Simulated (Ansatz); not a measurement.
**CrO2 (P4_2/mnm): phonons**

Computed with LDA, all-electron LAPW in Ansatz 0.2.0, scalar-relativistic, spin-polarised; not a measurement.

Cell and atoms were relaxed beforehand by PAW with this functional.

Command:

```sh
ansatz run input.yaml --threads 2 --pin off --max-ram 10240MiB --backend cpu --events-out ev --progress --plain --runs-dir out
```

input.yaml:

```yaml
crystal:
  lattice:
    - [4.35368974942, 0.0, 0.0]
    - [0.0, 4.35368974942, 0.0]
    - [0.0, 0.0, 2.85492655449]
  atoms:
    - { symbol: Cr, position: [0.0, 0.0, 0.0], spin: 1.6 }
    - { symbol: Cr, position: [0.5, 0.5, 0.5], spin: 1.6 }
    - { symbol: O, position: [0.303040344919, 0.303040344919, 0.0] }
    - { symbol: O, position: [0.196959655081, 0.803040344919, 0.5] }
    - { symbol: O, position: [0.696959655081, 0.696959655081, 0.0] }
    - { symbol: O, position: [0.803040344919, 0.196959655081, 0.5] }
magnetization:
  spin_polarized: true
kpoints:
  mp_grid: { grid: [6, 6, 8] }
scf:
  occupations: { method: fermi_dirac, width: 0.05 }
hamiltonian:
  xc: lda
  pseudopotentials: { kind: all_electron, lapw: { basis_error: 0.001 } }
phonons:
  supercell: [1, 1, 1]
```

Output:

```
Warning: RAYON_NUM_THREADS=2 ignored (pool sized by the plan → 2); use --threads N
LAPW: plane waves up to 11.399 Å⁻¹, error target 1.0e-3 eV per atom; small_component_spin mean_spin; O in spheres of 0.824 Å, 8 of its electrons in bands, Dirac shells []; Cr in spheres of 0.986 Å, 22 of its electrons in bands, ...
Engine: ansatz 0.2.0, x86_64-unknown-linux-gnu
Pseudopotentials: kind: all_electron
Pseudopotential: Cr, LAPW, valence charge 22, lapw/all_electron/scalar/gaussian/Cr, Koelling and Harmon's equation, gaussian nucleus
Pseudopotential: O, LAPW, valence charge 8, lapw/all_electron/scalar/gaussian/O, Koelling and Harmon's equation, gaussian nucleus
Functional definition: SPW92
  exchange = slater_x
  correlation = pw_c
Crystal: 6 atoms, lattice volume = 54.114 Å³
Basis set: ecut = 495.0758341408354 eV, 1379 PW (Γ), exchange–correlation at level 2
Bands: 48, of which v1, the nominal top of the filled ones, is band 38 counted from 1 (37 counted from 0)
Symmetry: 16 space group operations
Space group: P42/mnm (ITA 136), of the structure as read, at distance tolerance 3.8e-5 Å
Magnetic group: BNS 136.495 (UNI 1155), of the structure as read, at distance tolerance 3.8e-5 Å
k-points: 50 of 288
Non-local potential: Cr, projectors of the file, none
Non-local potential: O, projectors of the file, none
Initial density: superposition of atomic densities (chi_scale 0.1, normalization cell, long waves kept (reshape's long-wave potential 0.00 eV rms))
Starting moments: Σ|m| = 3.2 μB on 2 of 6 sites
Initial wavefunctions: plane waves of lowest kinetic energy (no species holds an atomic orbital)
Functional: x = slater, c = lda
SCF 1 converged in 11 iterations: F = -65229.052251 eV  dr2 = 3.78e-9
a single point of the input's cell can leave the moments in the input for a lower state (scf.lower_state_search): this run first made a single point of its cell. This run's own SCFs start from the density of the state that the ...
[... 84 lines left out ...]
SCF iter  11: F=-65229.051563 eV  HF=-65229.051563 eV  |F-HF|=5.82e-11  |Δ(HF+E_count)|=  2.69e-10  Δρ=3.00e-7 (↑3.00e-7 ↓2.90e-7)  dr2=1.76e-10  dr2_m=2.09e-12  M=3.999 μB ∫|m|=4.270 μB  ethr=2.12e-11 (applied; sched 1.60e-12)  ...
SCF 6 converged in 11 iterations: F = -65229.051563 eV  dr2 = 1.76e-10
SCF converged after 3 iterations
Magnetization: 3.9992 μB (39.9996 up, 36.0004 down)
Absolute magnetization: 4.2699 μB (∫|ρ↑−ρ↓|)
Spin contamination: 0.0652 ħ² per cell (⟨S²⟩ above its minimum at these occupations)
Per-site moments (μB) at R_I (Å): [(1.8138547167573478, 0.9860264349622826), (1.8138547167573478, 0.9860264349622826), (-0.0247746589011828, 0.8238322016881424), (-0.0247746589011828, 0.8238322016881424), (-0.0247746589011828, ...
Free energy (F): -65229.052251 eV
Harris-Foulkes:  -65229.052251 eV  (|F-HF|=6.84e-10)
Internal energy: -65229.038299 eV  (E = F + TS)
E sigma→0 (E₀):  -65229.045275 eV
Entropy (-TS):   -0.013952 eV (-2.325 meV/atom)
Fermi energy:    11.803031 eV
--- Per-component energies (eV) ---
  E_band       = -13562.173264
  E_kinetic    = 65838.076142
  E_xc         = -3423.333086
  E_electrostatic = -127643.781355  (all electrons and nuclei)
  E_smearing   = -0.013952  (= −TS)
  E_closure    = 0.000000  (closes the sum)
  Σ components = -65229.052251   (vs F -65229.052251, Δ=0.00e0)
  Basis errors (estimates in eV, not in F): energy 4.4e-4 per atom: plane waves 4.0e-4 (2.4e-4 summed), levels above the bands 1.1e-95, relativity 1.5e-8, radial functions 4.5e-5, core shells 4.5e-11; eigenvalues (radial ...
--- Forces (eV/Å), atoms counted from 1 ---
  atom   1  Cr     0.00000000    -0.00000000     0.00000000
  atom   2  Cr     0.00000000     0.00000000     0.00000000
  atom   3  O     -0.00653039    -0.00653039     0.00000000
  atom   4  O      0.00653039    -0.00653039     0.00000000
  atom   5  O      0.00653039     0.00653039     0.00000000
  atom   6  O     -0.00653039     0.00653039     0.00000000
  max |Σ_I F_I| component: 8.67e-19 eV/Å
--- Phonons: 4 displaced members + reference (amplitude 0.01 Å, Σ member SCF iterations 49) ---
  symmetry images taken by strict's conditions (phonons.symmetry_images: auto; settled by no image being taken that strict refuses)
  ASR residual: 3.556e-3 → 0.000e0 eV/Å²; symmetrization residual: 1.916e-3 eV/Å²
  largest component of a force at the reference: 6.5e-3 eV/Å
  ASR residual per site (eV/Å²): 3.56e-3 3.56e-3 1.13e-3 1.13e-3 1.13e-3 1.13e-3
  Γ frequencies (cm⁻¹): 0.00 0.00 0.00 153.27 208.22 352.13 352.13 401.96 401.96 460.80 465.94 496.68 496.68 573.09 575.79 575.79 616.46 734.71
  density of states and harmonic sums: on the 14×14×22 q-mesh, interpolated from the force constants of a 1×1×1 supercell (no non-analytic term)
  largest difference from the sums on the solved wave vectors: F 2.79e-1 eV, S 5.38e-4 and C_V 2.58e-4 eV/K
```

The calculation finished and met its thresholds.

Zone-centre phonons:

Harmonic phonons of a crystal by Kohn-Sham DFT at the given cell, standard atomic masses, acoustic sum rule imposed; negative wavenumbers are unstable modes; optical zone-centre levels upwards with Mulliken labels, activity, and the element with most of the kinetic energy.

```
Point group : 4/mmm
```

```csv
number,phonon wavenumber (cm⁻¹),label,infrared,raman,lead element
1,153.3,B1g,no,yes,O
2,208.2,B1u,no,no,Cr
3,352.1,Eu,yes,no,O
4,402,Eu,yes,no,Cr
5,460.8,A2g,no,no,O
6,465.9,A2u,yes,no,O
7,496.7,Eg,no,yes,O
8,573.1,B1u,no,no,O
9,575.8,Eu,yes,no,O
10,616.5,A1g,no,yes,O
11,734.7,B2g,no,yes,O
```

Caveats: a lower magnetic state may exist; coarse k mesh; zone-boundary modes aren't tested; activity by symmetry alone, a metal screens infrared modes.

Time and hardware: 25 min on 2 threads of Intel(R) Xeon(R) Platinum 8259CL CPU @ 2.50GHz (Skylake/Cascade Lake), on a shared host, peak memory 2.4 GiB.
